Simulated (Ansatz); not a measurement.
GeRh in space group I4_1md (No. 109; Rh on 4a, Ge on 4a), the program Ansatz at the PBE level (PAW), all energies at zero smearing, with the estimated change up to a 700 eV cutoff added, with one set of potentials and settings (totals compare only within such a set). Cell of 4 atoms (2 Rh, 2 Ge): -21397.425 eV.

```
element             reference phase  E (eV/atom)
-------  --------------------------  -----------
Rh       Fm-3m, 1 atoms in the cell   -6402.8911
Ge       Fd-3m, 2 atoms in the cell   -4294.9847
```

Formation energy per atom, worked out: (-21397.425 − 2×(-6402.8911) − 2×(-4294.9847))/4 = -0.418 eV/atom (-40 kJ per mol of atoms), at 0 K, without zero-point energy or fitted corrections.

A made-up cell: these elements were put on the sites of a structure type; neither database checked (COD, Materials Project) lists it. COD files the formula under space group No. 62, so this cell is another polymorph or a model. Whether it is the stable phase at ambient conditions was not checked. The cell was relaxed with PBE under the symmetry of its start; whether a distortion lowers the energy is not shown. No spin polarisation was allowed. The references are the lowest solids computed at this level, not always the standard phases.

Potentials: the later of the program's two PAW sets.
